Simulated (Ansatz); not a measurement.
HfTeSe:
```cif
data_HfSeTe
_chemical_formula_sum 'Hf1 Te1 Se1'
_space_group_name_H-M_alt 'P3m1'
_space_group_IT_number 156
_space_group_name_Hall 'P 3 -2"'
_cell_length_a 3.74114
_cell_length_b 3.74114
_cell_length_c 6.31740
_cell_angle_alpha 90.000
_cell_angle_beta 90.000
_cell_angle_gamma 120.000
loop_
_atom_site_label
_atom_site_type_symbol
_atom_site_symmetry_multiplicity
_atom_site_Wyckoff_symbol
_atom_site_fract_x
_atom_site_fract_y
_atom_site_fract_z
_atom_site_occupancy
Hf1 Hf 1 a 0.00000 0.00000 0.98073 1
Te1 Te 1 c 0.66667 0.33333 0.27481 1
Se1 Se 1 b 0.33333 0.66667 0.74448 1
```

Relaxed at zero pressure with DFT-LDA in the program Ansatz with PAW potentials.

### Question
The volume is raised by 6 % and shape and atoms relax at that volume. What pressure results, and how do the axes share the change?

### Answer
-1.3 GPa; a 1.1 %, b 1.1 %, c 3.8 %; the energy rises by 7 meV/atom.

### Question
Give the new structure.

### Answer

Space group P3m1 (No. 156); a = b = 3.7815 Å, c = 6.5544 Å, α = β = 90.00°, γ = 120.00°

```json
[
 {"atom": "Hf", "site": "1a", "symmetry": "3m.", "x": "0.0000", "y": "0.0000", "z": "0.9809"},
 {"atom": "Te", "site": "1c", "symmetry": "3m.", "x": "0.6667", "y": "0.3333", "z": "0.2631"},
 {"atom": "Se", "site": "1b", "symmetry": "3m.", "x": "0.3333", "y": "0.6667", "z": "0.7560"}
]
```

The phase is kept; no other phase was compared at this pressure.

The first step of the workflow began from a Materials Project structure, measured or hypothetical; the Crystallography Open Database copy checked does not list it. Its standing as an ambient phase is unchecked. The LDA relaxation kept the symmetry of its start; whether a distortion lowers the energy is not shown. No spin polarisation was allowed. A crystal of weakly bound layers computed without a dispersion correction: the cell and the soft elastic constants depend strongly on that. Spin–orbit coupling is left out wherever it is not named.

Potentials: the later of the program's two PAW sets.
